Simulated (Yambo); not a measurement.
# Convergence of the G0W0 gap of GaAlP₂

G0W0@PBEsol for GaAlP₂ (space group P-4m2, No. 115) in Yambo. Reference settings: 4×4×4 Γ-centred k mesh, 147 bands and a 8 Ry block in the screening, 147 bands in G with the Bruneval-Gonze terminator, plasmon pole fitted at 27.2 eV. The PBEsol gap Γ → M on this mesh is 1.48 eV; G0W0 gaps are taken between the same points.

| change from the reference | G0W0 gap Γ → M (eV) | shift of the valence edge (eV) | rough Yambo cost |
|---|---|---|---|
| reference settings | 2.26 | -0.66 | 1 |
| 52 bands in G | 2.26 | -0.60 | – |
| wavefunctions cut at 25 Ry | 2.28 | -0.67 | within a factor of two |
| no point-group symmetry | 2.26 | -0.66 | about 2× |
| 52 bands in G, no terminator | 2.11 | -0.17 | – |
| no terminator | 2.23 | -0.57 | – |

The reference isn't shown to be the converged limit. Costs are rough (shared machines), scaled to the same edge states, and given only for runs that recompute the screening.

Spin-orbit splittings are left out.

The standard potential for Ga keeps a d shell in the valence without the s and p states of that shell. In tests on such compounds this moved G0W0 gaps by up to about 0.9 eV, so absolute quasiparticle energies here are unreliable; differences between settings are what counts.

Geometry relaxed with PBEsol; primitive cell a = 3.861 Å, b = 3.861 Å, c = 5.447 Å, α = 90.00°, β = 90.00°, γ = 90.00°.

The structure is a Materials Project entry; no match was found in the copy of COD used, and its stability was not checked.

A shift is the quasiparticle energy of the state minus its PBEsol energy.
